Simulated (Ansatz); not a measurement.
**From the elastic tensor of AlN at 15 GPa (stress–strain coefficients) to moduli and sound speeds**

All numbers below come from Ansatz 0.2.0, DFT LDA, scalar-relativistic, plane waves, PAW. Plane waves to 420 eV; Γ-centred k mesh 10×10×10; fixed occupations. No spin polarisation.

Symmetry: F-43m, No. 216, cubic system. The conventional cell has a = 4.252 Å, b = 4.252 Å, c = 4.252 Å, α = 90.00°, β = 90.00°, γ = 90.00°. Around Al (site symmetry -43m) lie 4 N at 1.84 Å. N (site symmetry -43m) is surrounded by 4 Al at 1.84 Å.

Other phases may be more stable at this pressure.

Relaxed-ion constants (GPa, on the Cartesian axes of the calculation):
```
349.1 224.2 224.2   0.0   0.0   0.0
224.2 349.1 224.2   0.0   0.0   0.0
224.2 224.2 349.1   0.0   0.0   0.0
  0.0   0.0   0.0 197.9   0.0   0.0
  0.0   0.0   0.0   0.0 197.9   0.0
  0.0   0.0   0.0   0.0   0.0 197.9
```

Density 3.542 g/cm³; 2 atoms in 19.22 Å³.

The values that follow are for a polycrystal of randomly turned grains, by Hill's mean where one number stands. In a crystal this anisotropic the Voigt and Reuss bounds lie far apart, so Hill's mean and the sound speeds and Debye temperature from it are rough.

```json
{"Bulk modulus, Voigt / Reuss / Hill": "265.8 / 265.8 / 265.8 GPa", "Shear modulus, Voigt / Reuss / Hill": "143.7 / 106.0 / 124.9 GPa", "Young's modulus": "324 GPa", "Poisson ratio": "0.297", "Pugh ratio B/G": "2.13", "Universal anisotropy index": "1.78", "Longitudinal and transverse sound speeds": "11047 and 5937 m/s", "Debye temperature from the mean sound speed": "928 K"}
```

This zinc-blende form isn't the usual stable structure of the compound at low pressure.

Cost: 1 run of about 0.26 core-minutes, on Intel Xeon Platinum 8559C (Emerald Rapids) (shared hosts).